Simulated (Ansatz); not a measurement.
SiO₂:
```cif
data_O12Si6
_chemical_formula_sum 'Si6 O12'
_space_group_name_H-M_alt 'P 1'
_space_group_IT_number 1
_cell_length_a 7.59800
_cell_length_b 7.59800
_cell_length_c 7.59800
_cell_angle_alpha 109.471
_cell_angle_beta 109.471
_cell_angle_gamma 109.471
loop_
_space_group_symop_operation_xyz
  'x, y, z'
loop_
_atom_site_label
_atom_site_type_symbol
_atom_site_fract_x
_atom_site_fract_y
_atom_site_fract_z
_atom_site_occupancy
Si1 Si 0.50000 0.75000 0.25000 1
Si2 Si 0.25000 0.50000 0.75000 1
Si3 Si 0.50000 0.25000 0.75000 1
Si4 Si 0.75000 0.50000 0.25000 1
Si5 Si 0.75000 0.25000 0.50000 1
Si6 Si 0.25000 0.75000 0.50000 1
O1 O 0.68567 0.39524 0.00000 1
O2 O 0.60476 0.60476 0.29042 1
O3 O 0.39524 0.68567 0.00000 1
O4 O 0.31433 0.31433 0.70958 1
O5 O 0.00000 0.68567 0.39524 1
O6 O 0.29042 0.60476 0.60476 1
O7 O 0.00000 0.39524 0.68567 1
O8 O 0.70958 0.31433 0.31433 1
O9 O 0.39524 0.00000 0.68567 1
O10 O 0.60476 0.29042 0.60476 1
O11 O 0.68567 0.00000 0.39524 1
O12 O 0.31433 0.70958 0.31433 1
```

Relaxed with r²SCAN. DFT-r²SCAN in the program Ansatz with PAW potentials gives a gap of 6.53 eV.

Problem. What gap does HSE06 give on the same cell (Ansatz, PAW)?

Solution. 7.49 eV, 0.96 eV more. The hybrid was solved on a coarser mesh and at special points; the gap given is the minimum over both.

```json
[
 {"k": "Γ", "v1 r²SCAN": "-0.16", "c1 r²SCAN": "6.53", "v1 HSE06": "-0.17", "c1 HSE06": "7.49"},
 {"k": "H", "v1 r²SCAN": "0.00", "c1 r²SCAN": "8.59", "v1 HSE06": "(withheld)", "c1 HSE06": "(withheld)"},
 {"k": "P", "v1 r²SCAN": "-0.05", "c1 r²SCAN": "8.43", "v1 HSE06": "(withheld)", "c1 HSE06": "(withheld)"},
 {"k": "N", "v1 r²SCAN": "-0.03", "c1 r²SCAN": "7.79", "v1 HSE06": "(withheld)", "c1 HSE06": "(withheld)"}
]
```

Problem. Top valence (v1) and lowest conduction level (c1) in eV from each method's valence maximum (which need not be a listed point): supply the withheld HSE06 values.

Solution. 
- N, v1 HSE06: -0.03
- N, c1 HSE06: 8.81
- P, v1 HSE06: -0.05
- P, c1 HSE06: 9.23
- H, v1 HSE06: 0.00
- H, c1 HSE06: 9.37

Cost on shared cores: the r²SCAN run (SCF on a 5×5×5 mesh, then bands and DOS) roughly 8 core-minutes, the HSE06 run (SCF on 3×3×3, then a few points) very roughly 7 core-minutes; the tasks are unlike.

Space group I-43m. The workflow started from a Materials Project entry (that database holds measured and hypothetical structures alike); the Crystallography Open Database copy checked does not list it. It is not the phase usual at ambient conditions (space group No. 92, 152, 154). The cell was relaxed with r²SCAN under the symmetry of its start; whether a distortion lowers the energy is not shown.

Potentials: the earlier of the program's two PAW sets. The files were generated under PBE; for other functionals the program regenerates the frozen cores, and for LDA and PBEsol the local potential too.
